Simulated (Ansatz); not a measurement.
Fields on a plane of LiNbO3 (LiNbO3 type, space group R3c)

```
LiNbO3
1.0
    2.59491     1.49817     4.67185
   -2.59491     1.49817     4.67185
    0.00000    -2.99635     4.67185
Li Nb O
2 2 6
Direct
  0.70263   0.70263   0.70263
  0.20263   0.20263   0.20263
  0.98385   0.98385   0.98385
  0.48385   0.48385   0.48385
  0.62628   0.87373   0.26322
  0.87373   0.26322   0.62628
  0.26322   0.62628   0.87373
  0.76322   0.37373   0.12628
  0.37373   0.12628   0.76322
  0.12628   0.76322   0.37373
```

The slice is a (0001) plane (indices of the conventional cell) through the point (0.126, 0.763, 0.374) (fractional), spanned by u = [1 0 -1] and v = [-1 2 -1] in vectors of this cell: u (5.19 Å) and v (8.99 Å, at 90° to u). It covers one period; positions are fractions (u, v).

Atoms on it: O at (0.44, 0.81); O at (0.94, 0.31); O at (0.43, 0.18); O at (0.93, 0.68); O at (0.00, 0.00); O at (0.50, 0.50). Other atoms lie within 1 Å of the plane.

Computed with PBE (plane waves to 420 eV, PAW, scalar-relativistic; Ansatz, a program for electronic structure). k mesh 8×8×8. Near the nuclei the fields are pseudised (PAW); where an atom keeps semicore shells as valence, they peak there. LiNbO3 is run without spin polarisation. LiNbO3 was relaxed with its symmetry unable to fall.

```tsv
v \ u	0.00	0.12	0.25	0.38	0.50	0.62	0.75	0.88
0.86	<1.0	<1.0	<1.0	x	x	8.7	8.9	7.1
0.71	x	4.0	6.4	7.0	5.8	6.1	6.6	x
0.57	7.6	6.0	7.8	7.8	x	6.1	8.6	8.8
0.43	7.4	5.5	7.4	7.1	x	1.2	5.1	8.3
0.29	x	7.7	9.0	6.7	<1.0	<1.0	<1.0	x
0.14	7.0	5.0	6.3	x	x	8.3	8.8	9.1
0.00	x	x	8.8	8.8	5.6	x	6.0	x
```

Values: electrostatic potential energy of an electron, from the cell's mean, in eV. Points within 0.8 Å of a nucleus are blanked (x), as the pseudised field means little there. Values under 1 eV are set to 1. The zero, the cell's mean, hangs on the PAW cores.

```
|99886633110000000000000011336688|
|77665533222222222211000000224466|
|44554444334455555533110000112244|
|44555555445577887755331100001122|
|44555555556699999966441100112233|
|44555544446699999966441111334444|
|66554433335577887755332233446677|
|88664422223344555533222244668899|
|99663311111122222222222244779999|
|88553311000011222222222244668899|
|55442200001122334433332222446666|
|33220000002244666666442211223333|
|11000000113366889988663311001111|
|00001100114466999999664411000000|
|00000000113366889988663311000000|
|22110000002244667766553322222222|
|55331100001122444455444433445555|
|77553311000011224455555544557788|
|99664411001122334455555555669999|
|99664411113344444455554444669999|
|77553322334466776655443333557788|
|55332222446688998866442222334455|
|22222222447799999966331111112222|
|22222222446688998855331100001122|
|44333322224466665544220000112233|
|66664422112233333322000000224466|
|99886633110011111100000011336688|
|99996644110000000000110011446699|
```
Scale: ten equal steps from -1.38 (start of '0') to 0.89 (end of '9'), in the order '0123456789'. Values: log₁₀ of the valence density in e/Å³. The map has 16 points along u (two characters each, u = 0 at the left) and 28 along v (v = 0 in the bottom row). The scale is logarithmic, as a density can span decades between atoms and voids.
